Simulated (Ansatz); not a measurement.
TiO2 (rutile)

```xyz
6
Lattice="4.5916 0.0000 0.0000 0.0000 4.5916 0.0000 0.0000 0.0000 2.9391" Properties=species:S:1:pos:R:3 pbc="T T T"
Ti     0.0000     0.0000     0.0000
Ti     2.2958     2.2958     1.4696
O      1.3978     1.3978     0.0000
O      3.6936     0.8980     1.4696
O      0.8980     3.6936     1.4696
O      3.1938     3.1938     0.0000
```

In this cell atom 1 (Ti, nearest neighbour O at 1.942 Å; its periodic images, 2.9 Å or more away, move with it) is moved by s along Cartesian z, unit vector (0.000, 0.000, 1.000); all other atoms and the cell stay fixed.

All values below come from PBEsol (plane waves to 420 eV, PAW, scalar-relativistic; Ansatz, a first-principles code). k mesh 6×6×9 (Γ-centred), Fermi-Dirac smearing 0.05 eV. E stands for the smeared free energy. Stress and pressure are positive under compression. F∥ is the force on the atom along that direction. The PAW data are Ansatz's earlier set. TiO2 is run without spin polarisation. TiO2 was relaxed with its symmetry unable to fall. The zero of ΔE is the undisplaced structure.

| s (Å) | ΔE (meV/cell) | P (GPa) | F∥ (eV/Å) |
|---|---|---|---|
| -0.190 | 52.3 | 2.75 | 0.938 |
| -0.152 | 24.7 | 1.75 | 0.536 |
| -0.114 | 9.8 | 0.98 | 0.267 |
| -0.076 | 3.0 | 0.43 | 0.108 |
| -0.038 | 0.5 | 0.11 | 0.032 |
| 0.000 | 0.0 | 0.00 | 0.000 |
| 0.038 | 0.5 | 0.11 | -0.032 |
| 0.076 | 3.0 | 0.43 | -0.108 |
| 0.114 | 9.8 | 0.98 | -0.267 |
| 0.152 | 24.7 | 1.75 | -0.536 |
| 0.190 | 52.3 | 2.75 | -0.938 |

Derived quantities:

```
Property                                                                                      Result
------------------------------------  --------------------------------------------------------------
Energy at s = 0.190 Å                                                                  52.3 meV/cell
Force along the line at s = -0.190 Å                                                      0.938 eV/Å
Symmetry of the curve                                                  even: the same for both signs
Shape of the curve                    a single well with its minimum at or next to zero displacement
```

The 11 points together took about 2.8 core-minutes (a rough figure).

(A displaced cell: forces are minus the slopes of the energy, force constants its curvatures, and phonons follow from these.)
